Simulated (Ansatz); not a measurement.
**InSb5: relaxation step by step**

The cell of InSb5 is invented: random cell by space group and Wyckoff sites (P4/mmm, No. 123). Its size is a rough estimate.

```
In Sb
1.0
     6.50466    0.00000    0.00000
     0.00000    6.50466    0.00000
     0.00000    0.00000    4.72185
In Sb
1 5
Direct
  0.00000 0.00000 0.50000
  0.66640 0.66640 0.00000
  0.33360 0.33360 0.00000
  0.66640 0.33360 0.00000
  0.33360 0.66640 0.00000
  0.00000 0.00000 0.00000
```

Method: DFT PBE, scalar-relativistic, plane waves, PAW (Ansatz 0.2.0). Cutoff 420 eV, Gaussian smearing, Γ-centred meshes. Cell and atoms relax first on a coarse mesh and then on a finer one. In between, the cell is made exact in the group found at 0.06 Å. In metals the finer mesh still leaves noise of several meV/atom or more. The steps can't lower the symmetry of their start. No spin polarisation.

Steps on the 4×4×4 mesh (6 atoms, 12 steps). The free energy counts from the last step; some steps are skipped; the plane-wave basis is renewed at times, which shifts energy and pressure.

```csv
step,ΔF (meV/atom),V (Å³/atom),P (GPa),largest force component (eV/Å)
1,2653.7,33.30,44.63,14.731
2,817.6,35.07,18.91,3.321
3,435.6,38.66,10.23,1.832
5,102.2,45.41,2.05,0.236
6,62.6,47.38,0.13,0.051
7,60.9,47.56,-0.01,0.015
8,25.2,47.56,1.26,0.021
10,1.2,51.06,0.05,0.014
11,0.5,51.45,0.00,0.003
12,0.0,51.45,0.00,0.003
```

The relaxed structure, after a last relaxation on the converged mesh:

```yaml
crystal:
  lattice:
    - [7.08334, 0.00000, 0.00000]
    - [0.00000, 7.08334, 0.00000]
    - [0.00000, 0.00000, 6.28272]
  atoms:
    - { symbol: In, position: [0.00000, 0.00000, 0.50000] }
    - { symbol: Sb, position: [0.69952, 0.69952, 0.00000] }
    - { symbol: Sb, position: [0.30048, 0.30048, 0.00000] }
    - { symbol: Sb, position: [0.69952, 0.30048, 0.00000] }
    - { symbol: Sb, position: [0.30048, 0.69952, 0.00000] }
    - { symbol: Sb, position: [0.00000, 0.00000, 0.00000] }
```

The symmetry stays P4/mmm (No. 123). The volume per atom grows by 57.8 %, from 33.3 to 52.5 Å³. The shortest distance goes from 2.16 Å (Sb–Sb) to 2.83 Å (Sb–Sb). The ratio c/a of the conventional cell changes by a factor of 1.22. The energy falls by about 2.6 eV/atom (the start's value is from the coarse mesh). In has 2 Sb at 3.14 Å; Sb on a site of symmetry m2m is surrounded by 2 Sb at 2.83 Å and 1 Sb at 3.01 Å; Sb on a site of symmetry 4/mmm has 4 Sb at 3.01 Å and 2 In at 3.14 Å.

```yaml
Volume_per_atom: 52.54 Å³
Density: 3.81 g/cm³
Formation_energy: +0.54 eV/atom
Gap_on_the_6×6×6_mesh_of_the_6-atom_cell: 0 eV (a metal)
```

The zero of energy is the elements' standard structures at the same level; no fitted shifts are applied.

The last run used Gaussian smearing of 0.10 eV. Spin–orbit coupling, which can matter for Sb, is left out. A structure relaxed within its symmetry needn't be a true minimum. In all, the 3 runs took 8.4 min on 1 thread of Arm Neoverse V1, with other jobs on the host. Another cell of InSb5 relaxed alike, in P4/mmm, lies 0.31 eV/atom lower, so this cell isn't the stable form at this level.
